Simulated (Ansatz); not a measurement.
Given:

ScRhN2:
```
CELL_PARAMETERS angstrom
      1.62527     0.93835     5.86753
     -1.62527     0.93835     5.86753
      0.00000    -1.87670     5.86753
ATOMIC_POSITIONS crystal
  Sc 0.50000 0.50000 0.50000
  Rh 0.00000 0.00000 0.00000
  N  0.89600 0.89600 0.89600
  N  0.10400 0.10400 0.10400
```
The run is spin-polarised, in the one order tried: ferromagnetic.

This is the r²SCAN-relaxed structure.

All from the program Ansatz at the r²SCAN level (PAW), unless another level is named. Give the net moment.

0.28 μB per atom.

Give the Bader charges.

Sc +1.93, Rh +0.71, N -1.32 e.

Space group R-3m. The start of the workflow was typed in or built on a structure type; neither database checked (COD, Materials Project) lists it. Its standing as an ambient phase is unchecked. The cell was relaxed with r²SCAN under the symmetry of its start; its stability against distortions is not shown here. Spin order of the final state: ferromagnetic, the only order run, not a proven ground state. Other orbital occupations within this spin state were not tried. No Hubbard U is applied.

Potentials: the later of the program's two PAW sets.
